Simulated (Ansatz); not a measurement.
Nb2Pd3Se8:
```
Nb2Pd3Se8
1.0
   11.02715     0.00000     0.00000
    0.00000    15.37964     0.00000
    0.00000     0.00000     3.59189
Nb Pd Se
4 6 16
Cartesian
  8.81976  13.49881   1.79594
  2.20739   1.88083   1.79594
  3.30618   9.57065   1.79594
  7.72097   5.80899   1.79594
  0.00000   0.00000   0.00000
  5.51358   7.68982   0.00000
  7.05247  11.96077   0.00000
  3.97469   3.41888   0.00000
  1.53889  11.10870   0.00000
  9.48826   4.27094   0.00000
  8.57092   0.01905   0.00000
  2.45623  15.36060   0.00000
  3.05734   7.67078   0.00000
  7.96981   7.70887   0.00000
 10.67695  12.96085   0.00000
  0.35021   2.41879   0.00000
  5.16337  10.10861   0.00000
  5.86378   5.27103   0.00000
  8.44200  10.96824   1.79594
  2.58515   4.41140   1.79594
  2.92843  12.10122   1.79594
  8.09872   3.27842   1.79594
  6.25265  13.46868   1.79594
  4.77450   1.91096   1.79594
  0.73907   9.60079   1.79594
 10.28808   5.77886   1.79594
```

Relaxed with r²SCAN. Special points in fractions of this cell's reciprocal vectors: Γ (0.000, 0.000, 0.000); X (0.500, 0.000, 0.000); S (0.500, 0.500, 0.000); Y (0.000, 0.500, 0.000); Z (0.000, 0.000, 0.500); U (0.500, 0.000, 0.500); R (0.500, 0.500, 0.500); T (0.000, 0.500, 0.500).

Question: List the band energies nearest the valence-band maximum at these points for DFT-r²SCAN in the program Ansatz with PAW potentials.

Answer: In eV from the valence-band maximum; about four levels below and three above (degenerate sets whole), none deeper than 8.9 eV; points with the same levels are listed once.

```
k                                below                above
-  -----------------------------------  -------------------
Γ              -0.27 -0.20 -0.19 -0.08       0.70 1.28 1.74
X              -0.28 -0.28 -0.04 -0.04  1.39 1.39 1.58 1.58
S              -0.28 -0.28 -0.14 -0.14  1.43 1.43 1.46 1.46
Y                -0.23 -0.23 0.00 0.00  0.91 0.91 1.81 1.81
Z              -0.56 -0.51 -0.47 -0.25       0.84 0.90 1.47
U              -0.42 -0.42 -0.36 -0.36  0.92 0.92 1.67 1.67
R  -0.51 -0.51 -0.51 -0.51 -0.40 -0.40  0.92 0.92 1.66 1.66
T              -0.46 -0.46 -0.45 -0.45  0.88 0.88 1.61 1.61
```

Space group Pbam. The first step of the workflow began from a Materials Project structure, measured or hypothetical; the Crystallography Open Database copy checked does not list it. Its standing as an ambient phase is unchecked. The cell was relaxed with r²SCAN under the symmetry of its start; whether a distortion lowers the energy is not shown. No spin polarisation was allowed. Spin–orbit coupling is left out wherever it is not named.

Potentials: the later of the program's two PAW sets.
